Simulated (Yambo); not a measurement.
ScTlS2 (space group P6_3/mmc, No. 194), G0W0@PBEsol in Yambo with this input:

```
rim_cut
gw0
dyson
el_el_corr
HF_and_locXC
ppa
em1d
RandQpts= 1000000
RandGvec= 1 Ry
EXXRLvcs= 78 Ry
VXCRLvcs= 312 Ry
Chimod= "HARTREE"
% BndsRnXp
 3 | 272 |
%
NGsBlkXp= 7 Ry
% LongDrXp
 1.0 | 1.0 | 1.0 |
%
PPAPntXp= 27.2114 eV
% GbndRnge
 1 | 272 |
%
GTermKind= "BG"
DysSolver= "n"
ExtendOut
```

On a 3×3×1 mesh, with wavefunctions cut at 78 Ry, the gap (Γ → K) is 1.504 eV and the valence edge shifts by -0.496 eV.

Problem. What happens with this change: no terminator?

Solution. The gap falls by 0.032 eV, to 1.472 eV; the shift of the valence edge becomes -0.377 eV. Neither run is shown to be the converged limit.

The standard potential for Tl keeps a d shell in the valence without the s and p states of that shell. In tests on such compounds this moved G0W0 gaps by up to about 0.9 eV, so absolute quasiparticle energies here are unreliable; differences between settings are what counts.

Spin-orbit coupling is not included.

Geometry relaxed with PBE+D3(BJ); primitive cell a = b = 3.741 Å, c = 14.823 Å, α = β = 90.00°, γ = 120.00°.

The structure is a Materials Project entry; no match was found in the copy of COD used, and its stability was not checked.

A shift is the quasiparticle energy of the state minus its PBEsol energy.
